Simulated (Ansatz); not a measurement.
# Convergence of InPd

```xyz
2
Lattice="3.2719 0.0000 0.0000 0.0000 3.2719 0.0000 0.0000 0.0000 3.2719" Properties=species:S:1:pos:R:3 pbc="T T T"
In    0.0000    0.0000    0.0000
Pd    1.6359    1.6359    1.6359
```

Atom numbers follow the list: In1, Pd2.

Structure from Materials Project entry mp-21215 (possibly hypothetical), not relaxed further.

Spin polarisation is left out, and whether a magnetic state lies lower isn't shown here.

No spin–orbit coupling, which matters for the heavy atoms here.

The calculation used Ansatz 0.2.0, DFT, LDA, PAW with Ansatz's default frozen-core files, scalar-relativistic.

The runs use a Γ-centred 13×13×13 k mesh, Fermi–Dirac smearing of 0.03 eV, cutoff 420 eV, no spin polarisation; the PAW files were made with PBE, and the program remakes their frozen cores for this functional. One setting is then changed at a time.

P includes the program's estimate of the Pulay (finite-basis) term, listed apart; without it the pressure would be far more sensitive to the cutoff.

```tsv
PAW cutoff (eV)	free energy less the base's (meV/atom)	P (GPa)	Pulay term in P (GPa)
420 (base)	0.0	-6.89	0.04
150	?	-53.33	1714.80
200	9968	?	435.66
300	144	-6.78	13.30
500	-0.8	-6.91	0.01
600	-1.3	-6.92	0.02
```

Question: Give the missing entry: row "200", column "P (GPa)".

Answer: -18.36.

Question: Fill in "free energy less the base's (meV/atom)" for the row "150".

Answer: 56838.
